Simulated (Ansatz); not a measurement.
BeS:
```xyz
2
Lattice="0.0000 2.4380 2.4380 2.4380 0.0000 2.4380 2.4380 2.4380 0.0000" Properties=species:S:1:pos:R:3 pbc="T T T"
Be     2.4380     2.4380     2.4380
S      1.2190     1.2190     1.2190
```

x, y and z are the axes in which the lattice vectors are written.

Q: Give the high-frequency dielectric tensor and the Born effective charge tensors of the independent atoms from DFPT, PBE (plane waves, PAW; program Ansatz).

A: 
ε∞:
```
5.24  0.00  0.00
0.00  5.24  0.00
0.00  0.00  5.24
```
Z* of atom 1 (Be), rows: field, columns: displacement, in e:
```
1.62  0.00  0.00
0.00  1.62  0.00
0.00  0.00  1.62
```
Z* of atom 2 (S), rows: field, columns: displacement, in e:
```
-1.62   0.00   0.00
 0.00  -1.62   0.00
 0.00   0.00  -1.62
```

Static charges for comparison (Bader): Be1 +1.62, S2 -1.62 e. Born charges measure polarisation by displacement and can exceed these by far.

Space group F-43m (zinc blende). The cell was relaxed with PBE under the symmetry of its start; phonons on a q-mesh show no instability. The volume moved by 29 % from the start of the relaxation.

Potentials: the later of the program's two PAW sets.
